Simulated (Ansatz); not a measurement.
All numbers below come from Ansatz 0.2.0, DFT PBE, scalar-relativistic, plane waves, PAW. Settings: cutoff 420 eV, Γ-centred meshes spaced at most about 0.3 Å⁻¹, and about 0.25 Å⁻¹ or finer for metals (2π included), Gaussian smearing. No spin polarisation in the final relaxations.

These are static total energies at zero pressure.

Two forms of Si3Br were relaxed alike.

A.

```xyz
4
Lattice="-1.8347 1.8347 6.2238 1.8347 -1.8347 6.2238 1.8347 1.8347 -6.2238" Properties=species:S:1:pos:R:3 pbc="T T T"
Si    0.0000    0.0000    6.2238
Si    0.0000    1.8347    3.1119
Si    1.8347    0.0000    3.1119
Br    0.0000    0.0000    0.0000
```

B.

```xyz
4
Lattice="4.2210 0.0000 0.0000 0.0000 4.2210 0.0000 0.0000 0.0000 4.2210" Properties=species:S:1:pos:R:3 pbc="T T T"
Si    0.0000    2.1105    2.1105
Si    2.1105    0.0000    2.1105
Si    2.1105    2.1105    0.0000
Br    0.0000    0.0000    0.0000
```

Question: Which form is favoured at zero pressure, and by what margin per atom?

Answer: A is lower, by 171 meV/atom. A has space group I4/mmm (No. 139), 21.0 Å³/atom and no gap on its mesh; B has space group Pm-3m (No. 221), 18.8 Å³/atom and no gap. Counting Si atoms around Br (those within 1.25 times the shortest such distance or 1.15 times the sum of covalent radii; the shortest distance is added where it is long for a bond), A has Br 4 and B has Br 12 from 3.0 Å. Even the lower one lies +0.79 eV/atom against the reference forms of the elements (uncorrected), so neither is stable at this level. In A, Si on a site of symmetry 4/mmm is surrounded by 4 Br at 2.59 Å; Si on a site of symmetry -4m2 has 4 Si at 2.59 Å; Br is surrounded by 4 Si at 2.59 Å. In B, around Si lie 4 Br at 2.98 Å and 8 Si at 2.98 Å; Br has 12 Si at 2.98 Å. Both come from invented guesses. A third cell relaxed alike, in P-6m2, lies 0.41 eV/atom below the lower of the two.

No dispersion correction is applied, so the spacing and binding between layers, chains or molecules are poorly described (I4/mmm), and this can change margins and order among such cells. In I4/mmm, Pm-3m an odd number of electrons in the primitive cell allows no gap without spin; a larger cell or a magnetic state could open one. A magnetic state wasn't ruled out in cells without spin, among them I4/mmm, Pm-3m. Cells relaxed within their symmetry can be saddle points.
